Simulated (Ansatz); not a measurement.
SiN2, first-principles data

SiN₂:
```
SiN2
1.0
    4.43977     0.00000     0.00000
    0.00000     4.43977     0.00000
    0.00000     0.00000     4.43977
Si N
4 8
Direct
  0.00000   0.50000   0.50000
  0.50000   0.00000   0.50000
  0.00000   0.00000   0.00000
  0.50000   0.50000   0.00000
  0.59566   0.90434   0.09566
  0.09566   0.59566   0.90434
  0.59566   0.59566   0.59566
  0.40434   0.40434   0.40434
  0.90434   0.09566   0.59566
  0.90434   0.40434   0.09566
  0.09566   0.90434   0.40434
  0.40434   0.09566   0.90434
```

Space group Pa-3 (No. 205); conventional cell a = 4.4398 Å, b = 4.4398 Å, c = 4.4398 Å, α = 90.00°, β = 90.00°, γ = 90.00°.

Method: r²SCAN (plane waves, PAW; program Ansatz). Structure relaxed to zero pressure with the same functional. Other levels are named where they apply.

Cell and energy:

```json
{
 "volume_per_atom": "7.29 Å³",
 "density": "4.26 g/cm³",
 "Formation energy from the elements (no fitted shifts)": "-0.61 eV/atom"
}
```

Electronic structure:

```json
{
 "band_gap": "5.75 eV (indirect)",
 "valence_band_maximum": "on the Γ–X line, 61 % of the way from Γ",
 "conduction_band_minimum": "on the Γ–R line, 52 % of the way from Γ (8 equivalent valleys)",
 "smallest_direct_gap_on_the_standard_path": "6.35 eV",
 "electron_effective_mass": "0.36, 1.0, 1.0 mₑ (principal values)",
 "hole_effective_mass": "0.48, 0.51, 5.7 mₑ (principal values)",
 "HSE06 gap on the r²SCAN cell": "6.73 eV"
}
```

Mechanics:

```json
{
  "Bulk modulus (Birch–Murnaghan fit)": "351 GPa",
  "Pressure derivative B′": "4.2",
  "Elastic constants (relaxed ions, GPa)": "C11 = 773, C12 = 141, C44 = 409",
  "mechanical_stability": "stable (all eigenvalues of C positive)",
  "hill_bulk_and_shear_moduli": "352 and 369 GPa",
  "Young's modulus": "820 GPa",
  "Poisson's ratio": "0.11",
  "debye_temperature_from_the_elastic_constants": "1560 K"
}
```

Charges:

```json
{
  "bader_charges": "Si +3.16, N -1.58 e"
}
```

The start of the workflow was typed in or built on a structure type; neither database checked (COD, Materials Project) lists it. Its standing as an ambient phase is unchecked. The cell was relaxed with r²SCAN under the symmetry of its start; its stability against distortions is not shown here. The references are the lowest solids computed at this level, not always the standard phases (solids in place of the gases).

Potentials: the earlier of the program's two PAW sets. The files were generated under PBE; for other functionals the program regenerates the frozen cores, and for LDA and PBEsol the local potential too.
